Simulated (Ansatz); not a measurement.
Below is a relaxed structure of ZrTi3C4. The cell was found from a structure generator's guess, not taken from experiment.

All numbers below come from DFT PBE, scalar-relativistic, plane waves, PAW in Ansatz. Cutoff 420 eV, Γ-centred mesh, Gaussian smearing, no spin polarisation.

```cif
data_structure
_symmetry_space_group_name_H-M 'P 1'
_symmetry_Int_Tables_number 1
_cell_length_a 3.1379
_cell_length_b 4.4471
_cell_length_c 6.2747
_cell_angle_alpha 90.000
_cell_angle_beta 90.000
_cell_angle_gamma 90.000
_cell_volume 87.56
loop_
_atom_site_label
_atom_site_type_symbol
_atom_site_fract_x
_atom_site_fract_y
_atom_site_fract_z
_atom_site_occupancy
Zr1 Zr 0.50000 0.50000 0.50000 1
Ti1 Ti 0.00000 0.00000 0.24413 1
Ti2 Ti 0.00000 0.00000 0.75587 1
Ti3 Ti 0.50000 0.50000 0.00000 1
C1 C 0.00000 0.50000 0.76284 1
C2 C 0.50000 0.00000 0.00000 1
C3 C 0.00000 0.50000 0.23716 1
C4 C 0.50000 0.00000 0.50000 1
```

The zero of energy is the elements' standard structures at the same level; no fitted shifts are applied.

**Question.** What space group does it have?

**Answer.** Pmmm (No. 47), with Zr and Ti ordered on rock salt sites. Conventional cell: a = 3.138 Å, b = 4.447 Å, c = 6.275 Å. Around Zr lie 6 C at 2.22–2.28 Å, 10 Ti at 3.14–3.16 Å and 2 Zr at 3.14 Å; Ti on a site of symmetry mm2 has 6 C at 2.19–2.24 Å, 8 Ti at 3.06–3.21 Å and 4 Zr at 3.16 Å; around Ti on a site of symmetry mmm lie 6 C at 2.16–2.22 Å, 10 Ti at 3.12–3.14 Å and 2 Zr at 3.14 Å; C on a site of symmetry mm2 is surrounded by 4 Ti at 2.16–2.22 Å and 2 Zr at 2.28 Å; 2 more sites not described.

**Question.** How far does it lie from the elements in energy?

**Answer.** −0.78 eV/atom. It lies below the elements, which doesn't yet make it stable against other compounds or structures.

**Question.** Is it a metal?

**Answer.** Yes, bands cross the Fermi level on the 12×8×6 mesh.

The last run used a 12×8×6 mesh (in the run's order of axes) for its 8-atom cell and Gaussian smearing of 0.10 eV. The reference form of C is held partly by dispersion forces, which this level lacks. Symmetry constrained the relaxation, so the result can be a saddle point.
